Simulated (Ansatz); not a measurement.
TiSi$_{2}$ in space group Cmcm (No. 63; Si on 4c, Si on 4c, Ti on 4c), the program Ansatz at the LDA level (PAW), all energies at zero smearing, with the estimated change up to a 700 eV cutoff added, with one set of potentials and settings (totals compare only within such a set). Cell of 6 atoms (4 Si, 2 Ti): -7339.277 eV.

| element | reference phase | E (eV/atom) |
|---|---|---|
| Si | Fd-3m, 2 atoms in the cell | -608.6481 |
| Ti | P6/mmm, 3 atoms in the cell | -2450.3259 |

Formation energy per atom, worked out: (-7339.277 − 4×(-608.6481) − 2×(-2450.3259))/6 = -0.672 eV/atom (-65 kJ per mol of atoms), at 0 K, without zero-point energy or fitted corrections.

Symmetry was held in the LDA relaxation; of distortions, only those at the zone centre were tested. The run is not spin-polarised. The references are the lowest solids computed at this level, not always the standard phases.

Potentials: the later of the program's two PAW sets.
